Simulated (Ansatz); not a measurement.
## YbGe2Rh2: reading a single point

```yaml
crystal:
  lattice:
    - [0.00000, 4.10592, 0.00000]
    - [4.10592, 0.00000, 0.00000]
    - [2.05296, 2.05296, -5.10713]
  atoms:
    - { symbol: Yb, position: [0.00000, 0.00000, 0.00000] }
    - { symbol: Ge, position: [0.37800, 0.37800, 0.24400] }
    - { symbol: Ge, position: [0.62200, 0.62200, 0.75600] }
    - { symbol: Rh, position: [0.75000, 0.25000, 0.50000] }
    - { symbol: Rh, position: [0.25000, 0.75000, 0.50000] }
```

Single point in Ansatz 0.2.0 with r2SCAN, no spin polarisation. Cutoff 500 eV, PAW datasets, 6×6×6 Γ-centred k mesh, fermi-dirac filling (width 0.1 eV).

Question: Metal or insulator?

Answer: It is a metal, with about 2.7 states/eV a cell as the mean within 0.25 eV of the Fermi level, mostly Yb f (35 %), Rh d (29 %) and Ge p (16 %).

Question: Where is the largest force?

Answer: The largest is on Ge2 (and as large on other atoms): 0.27 eV/Å, components (0.00, 0.00, -0.27). It makes 58° with the line to a nearest neighbour, Rh4 at 2.43 Å.

Question: What is the formation energy?

Answer: -0.90 eV an atom against the elements' usual phases (free molecules for gases, crystals otherwise, with no correction for O₂ or N₂), so it is bound against them; other compounds may still compete. Relaxing would lower it.

Question: Give the Bader charges.

Answer: Bader charges in e: Yb +1.50, Ge -0.10, Rh -0.65. In the mean Yb gives up most and Rh takes most.

Origin: a known structure type with other elements, at an estimated volume, so it need not be a known compound. Caveats: no spin polarisation, so a magnetic state may lie lower; f levels without a U or exact exchange are poorly placed.
